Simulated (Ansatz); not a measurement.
Bi (A7 type, space group R-3m)

```
Bi
1.0
    2.26661     1.30863     3.88456
   -2.26661     1.30863     3.88456
    0.00000    -2.61726     3.88456
Bi
2
Direct
  0.23718   0.23718   0.23718
  0.76282   0.76282   0.76282
```

This relaxed cell (volume V₀) is scaled evenly in all directions, its shape held. The atoms relax within the cell's symmetry.

These are PBE-D3(BJ) (plane waves to 420 eV, PAW, scalar-relativistic; Ansatz, a first-principles code) values and carry that method's errors. k mesh 13×13×13 (Γ-centred), Fermi-Dirac smearing 0.05 eV. The energy includes the smearing's −TS. With the shape held, the modulus is that of even scaling; a crystal free to change shape is softer. Bi was relaxed with its symmetry unable to fall. Spin-orbit coupling is left out, though Bi is heavy. ΔE is measured from the relaxed starting cell. The last digit holds for this mesh only.

```tsv
V (Å³/atom)	ΔE (meV/atom)
29.036	158.0
29.958	103.6
30.879	62.8
31.801	33.4
32.723	14.0
33.645	3.3
34.567	0.0
35.488	3.0
36.410	11.3
37.332	24.1
38.254	40.7
39.175	60.4
40.097	82.9
```

Q: What is the fitted pressure derivative B₀′?

A: 4.9.

Q: What bulk modulus at fixed cell shape B₀ follows from a third-order Birch-Murnaghan fit?

A: 40.4 GPa. Check by three points about V = 34.567 Å³/atom, step 1.843: d²E/dV² ≈ (14 − 2·0 + 11) meV / 1.843² = 0.00736 eV/Å⁶, and V·d²E/dV² × 160.2 = 40.7 GPa.

(Under strain, the slope of the energy per volume gives the stress and its curvature an elastic modulus.)
